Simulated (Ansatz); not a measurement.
# 4 guesses for LuHf4O and where they end

These are results of Ansatz 0.2.0, DFT PBE, scalar-relativistic, plane waves, PAW, not measurements. Settings: cutoff 420 eV, Γ-centred meshes spaced at most about 0.3 Å⁻¹, and about 0.25 Å⁻¹ or finer for metals (2π included), Gaussian smearing. No spin polarisation in the final relaxations.

Each guess was relaxed in cell and atoms at zero pressure, within the symmetry of its start. All energies are static (0 K, no zero-point motion). Coordination counts Hf or Lu atoms around O (for each partner element, those within 1.25 times its shortest distance or 1.15 times the sum of covalent radii, where it is the nearest in units of that sum or under 1.3; the shortest distance is added where it is long for a bond).

```
guess     made from  start group  V start (Å³/atom)  end group  V end (Å³/atom)  coordination at the end  gap on mesh (eV)  E over the lowest end (meV/atom)
    1    GdYH4 type       P4/mmm               16.2          ?                ?                        ?                 ?                                 ?
    2  GdDyAl4 type        F-43m               19.4      F-43m             23.5           O 4 from 3.6 Å                 0                               791
    3  CePdPt4 type        P-6m2               18.8      P-6m2             22.7                      O 6                 0                                 0
    4  MnFeSi4 type       P4/mmm               16.7     P4/mmm             20.3                      O 8                 0                                38
```

Guess 1 as it starts:

```cif
data_structure
_symmetry_space_group_name_H-M 'P 1'
_symmetry_Int_Tables_number 1
_cell_length_a 4.0973
_cell_length_b 4.0973
_cell_length_c 5.8014
_cell_angle_alpha 90.000
_cell_angle_beta 90.000
_cell_angle_gamma 90.000
_cell_volume 97.39
loop_
_atom_site_label
_atom_site_type_symbol
_atom_site_fract_x
_atom_site_fract_y
_atom_site_fract_z
_atom_site_occupancy
Lu1 Lu 0.50000 0.50000 0.50000 1
Hf1 Hf 0.50000 0.00000 0.74581 1
Hf2 Hf 0.00000 0.50000 0.25419 1
Hf3 Hf 0.50000 0.00000 0.25419 1
Hf4 Hf 0.00000 0.50000 0.74581 1
O1 O 0.00000 0.00000 0.00000 1
```

Question: Fill in the missing row: what does this guess relax into, and where does it rank?

Answer: It ends in space group P4/mmm (No. 123), with a = 4.069 Å, c = 8.165 Å, 22.5 Å³/atom and no gap. It lies 249 meV/atom over the lowest end, above guess 4 and below guess 2. Counting Hf or Lu atoms around O, this end has O 8 and the lowest (guess 3) has O 6.

```
Lu Hf O
1.0
     4.06892    0.00000    0.00000
     0.00000    4.06892    0.00000
     0.00000    0.00000    8.16516
Lu Hf O
1 4 1
Direct
  0.50000 0.50000 0.50000
  0.50000 0.00000 0.82403
  0.00000 0.50000 0.17597
  0.50000 0.00000 0.17597
  0.00000 0.50000 0.82403
  0.00000 0.00000 0.00000
```

The zero of energy is the elements' standard structures at the same level (O₂ as a molecule); no fitted shifts are applied.

Question: Is the lowest end bound against the elements?

Answer: Yes: its formation energy is −0.07 eV/atom. A negative formation energy is needed for stability but isn't enough: competing phases decide.

These runs have no spin–orbit coupling, which can matter for Hf. A magnetic state wasn't ruled out in cells without spin, among them P-6m2, P4/mmm at 20.3 Å³/atom, P4/mmm at 22.5 Å³/atom, F-43m. Cells relaxed within their symmetry can be saddle points. A lower structure may well exist outside this small set. Some candidate types were left out of the draw beforehand, so a known form may be missing.
